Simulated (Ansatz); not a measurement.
**Sr started on a Ti site in cubic perovskite SrTiO3, 40 atoms, charge −2**

All numbers come from Ansatz (PAW, plane waves, no spin–orbit coupling) at the single k point (¼, ¼, ¼) without its symmetry partners. The atoms were relaxed with PBEsol in a fixed cell; other functionals are single points on those atoms unless said otherwise. The valence top and gap of the host come from its small cell on a dense mesh, with the band extrema sought between the mesh points, lined up by the mean potential, PBEsol gap 1.85 eV, HSE06 (atoms relaxed with HSE06) gap 3.37 eV. The charge correction uses an assumed dielectric constant of 300.

Cell: a = 7.783 Å, b = 7.783 Å, c = 7.783 Å, α = 90.00°, β = 90.00°, γ = 90.00°.

Nearest atoms after relaxation, from the placed atom (for vacancies from the middle of the vacant sites): O at 2.22 Å, O at 2.24 Å, O at 2.25 Å, O at 2.25 Å, O at 2.26 Å, O at 2.28 Å, Sr at 3.33 Å, Sr at 3.40 Å.

Chemical potentials μ are those of reference phases of the elements at zero temperature by the same functional (the usual solids, diamond for C, grey Sn, and the molecules H2, N2, O2, F2, Cl2, Br2 and S8).

| functional | E(defect) − E(host) − Σ nμ + q·E_VBM (eV) | monopole (eV) | alignment (eV) | formation energy at E_F = VBM (eV) | moment (μB) | wall time, shared host |
| --- | --- | --- | --- | --- | --- | --- |
| PBEsol | 8.81 | 0.03 | 1.02 | 9.86 | 0 (no spin) | 4.9 s on NVIDIA GB200 (relaxation) |
| HSE06 (atoms relaxed with HSE06) | 11.59 | 0.03 | 0.96 | 12.58 | 0 (no spin) | 13 s on NVIDIA GB200 (relaxation) |

**Question.** How does the monopole term follow by hand for this cubic cell?

**Answer.** q²·α·e²/(4πε₀)/(2εL) with the Madelung constant α = 2.837 and e²/4πε₀ = 14.40 eV·Å: 4 × 2.837 × 14.40 / (2 × 300 × 7.783) = 0.03 eV.

HSE06 (atoms relaxed with HSE06) one-electron levels near the gap (the ten most localised at most), from the host's valence top, not corrected for the charge's images:

```csv
level (eV),spin,filling,atoms sharing it,element of the atom with most weight
-0.28,both,2.00,13.9,spread
-0.19,both,2.00,22.2,spread
-0.16,both,2.00,19.9,spread
-0.12,both,2.00,19.2,spread
-0.07,both,2.00,22.5,spread
0.01,both,2.00,17.0,spread
0.11,both,2.00,14.7,spread
0.16,both,2.00,13.7,spread
0.30,both,2.00,15.9,spread
0.35,both,2.00,17.4,spread
```

All elements are taken at their own reference at once; growth conditions in equilibrium with the host shift these energies, by up to the host's formation enthalpy.

The ideal cubic host may itself distort, and that gain is in these energies.

One k point and a cell of this size can leave errors of several tenths of an eV in such numbers.
